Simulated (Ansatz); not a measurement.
Property card for SiB₁₂C₂

SiB12C2:
```
SiB12C2
1.0
    2.82048     1.62840     4.20643
   -2.82048     1.62840     4.20643
    0.00000    -3.25681     4.20643
B C Si
12 2 1
Direct
  0.31612   0.80944   0.80944
  0.68388   0.19056   0.19056
  0.80944   0.31612   0.80944
  0.19056   0.68388   0.19056
  0.80944   0.80944   0.31612
  0.19056   0.19056   0.68388
  0.67277   0.99368   0.99368
  0.32723   0.00632   0.00632
  0.99368   0.67277   0.99368
  0.00632   0.32723   0.00632
  0.99368   0.99368   0.67277
  0.00632   0.00632   0.32723
  0.63480   0.63480   0.63480
  0.36520   0.36520   0.36520
  0.50000   0.50000   0.50000
```

Space group R-3m (No. 166); conventional cell a = 5.641 Å, b = 5.641 Å, c = 12.619 Å, α = 90.00°, β = 90.00°, γ = 120.00°.

Method: plane-wave PAW r²SCAN (Ansatz code). Geometry: relaxed at this level of theory. Other levels are named where they apply.

### Cell and energy

```json
{
 "volume_per_atom": "7.73 Å³",
 "density": "2.60 g/cm³",
 "Formation energy from the elements (no fitted shifts)": "-0.019 eV/atom"
}
```

### Electronic structure

```json
{
  "band_gap": "1.87 eV (indirect)",
  "valence_band_maximum": "at F",
  "conduction_band_minimum": "on the Γ–S0 line, 78 % of the way from Γ (k = 0.000, 0.297, -0.302 in fractions of the reciprocal vectors) (6 equivalent valleys)",
  "smallest_direct_gap_on_the_standard_path": "2.10 eV",
  "electron_effective_mass": "0.30, 0.42, 1.4 mₑ (principal values)",
  "hole_effective_mass": "0.32, 0.41, 0.55 mₑ (principal values)",
  "HSE06 gap on the r²SCAN cell": "2.35 eV"
}
```

### Mechanics

```json
{
 "Bulk modulus (Birch–Murnaghan fit)": "222 GPa",
 "Pressure derivative B′": "3.4",
 "Elastic constants (relaxed ions, GPa)": "C11 = 518, C12 = 124, C13 = 62.1, C14 = 48.8, C33 = 478, C44 = 121",
 "mechanical_stability": "stable (all eigenvalues of C positive)",
 "hill_bulk_and_shear_moduli": "223 and 160 GPa",
 "Young's modulus": "387 GPa",
 "Poisson's ratio": "0.21",
 "debye_temperature_from_the_elastic_constants": "1300 K"
}
```

### Charges

```json
{
  "bader_charges": "B 0.00 to +0.45, C -2.64, Si +2.60 e"
}
```

The start of the workflow was typed in or built on a structure type; neither database checked (COD, Materials Project) lists it. Whether it is the stable phase at ambient conditions was not checked. The r²SCAN relaxation kept the symmetry of its start; its stability against distortions is not shown here. The references are the lowest solids computed at this level, not always the standard phases.

Potentials: the earlier of the program's two PAW sets.
